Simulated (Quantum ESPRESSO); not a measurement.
```cif
data_F6K2Ti
_chemical_formula_sum 'F6 K2 Ti1'
_space_group_name_H-M_alt 'P-3m1'
_space_group_IT_number 164
_space_group_name_Hall '-P 3 2"'
_cell_length_a 5.68506
_cell_length_b 5.68506
_cell_length_c 4.59016
_cell_angle_alpha 90.000
_cell_angle_beta 90.000
_cell_angle_gamma 120.000
loop_
_atom_site_label
_atom_site_type_symbol
_atom_site_symmetry_multiplicity
_atom_site_Wyckoff_symbol
_atom_site_fract_x
_atom_site_fract_y
_atom_site_fract_z
_atom_site_occupancy
F1 F 6 i 0.15842 0.31684 0.22770 1
K1 K 2 d 0.66667 0.33333 0.30221 1
Ti1 Ti 1 a 0.00000 0.00000 0.00000 1
```

The geometry is that of Materials Project entry mp-3970, symmetrised and not relaxed again.

What does norm-conserving PBEsol (Quantum ESPRESSO, 84 Ry, no spin-orbit coupling) give for the electronic structure near the Fermi level?

The PBEsol gap is 4.97 eV; at least one edge lies off the plotted path, at a point of the SCF mesh. The smallest direct gap is 4.98 eV. Another valence extremum on the path lies within 0.02 eV, too close to call.
